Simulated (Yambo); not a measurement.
Yambo run on Mg$_{3}$ZnO$_{4}$ (space group P4/mmm, No. 123). The wavefunctions are PBEsol (Quantum ESPRESSO, PseudoDojo norm-conserving, 84 Ry, no spin-orbit coupling) ones on a 4×4×2 mesh (37 occupied bands); a = b = 3.0262 Å, c = 8.5532 Å, α = β = γ = 90.00°.

Yambo input:

```
rim_cut
gw0
dyson
el_el_corr
HF_and_locXC
ppa
em1d
RandQpts= 1000000
RandGvec= 1 Ry
EXXRLvcs= 84 Ry
VXCRLvcs= 336 Ry
Chimod= "HARTREE"
% BndsRnXp
 8 | 166 |
%
NGsBlkXp= 8 Ry
% LongDrXp
 1.0 | 1.0 | 1.0 |
%
PPAPntXp= 27.2114 eV
% GbndRnge
 1 | 74 |
%
GTermKind= "none"
DysSolver= "n"
ExtendOut
% QPkrange
 1 | 1 | 37 | 38 |
 5 | 5 | 37 | 37 |
%
```

k points by index: 1 = Γ, 5 = X.

Resulting energies as the program prints them:

```
#    K-point    Band    Eo [eV]    E [eV]    E-Eo [eV]    Vxc [eV]    Vnlxc [eV]    Sc|Eo [eV]    Sc|E [eV]    dSc/dw|Eo [eV]    Re(Z)    Im(Z)
#
    1    37    -0.779098    -1.159999    -0.380901    -19.72232    -25.19775    4.998104    5.094525    -6.885476    0.798058    -0.001525
    1    38    2.436081    3.806564    1.370483    -14.83147    -10.61909    -2.584204    -2.841899    -5.116371    0.841733    -0.888468E-3
    5    37    0.000000    -0.309770    -0.309770    -24.38141    -30.06787    5.298808    5.376685    -6.838506    0.799160    -0.001164
```
(The two width columns are left out.) Convergence of these settings isn't established.

Geometry of the Materials Project entry, not relaxed at this level.

The structure is a Materials Project entry; no match was found in the copy of COD used, and its stability was not checked.
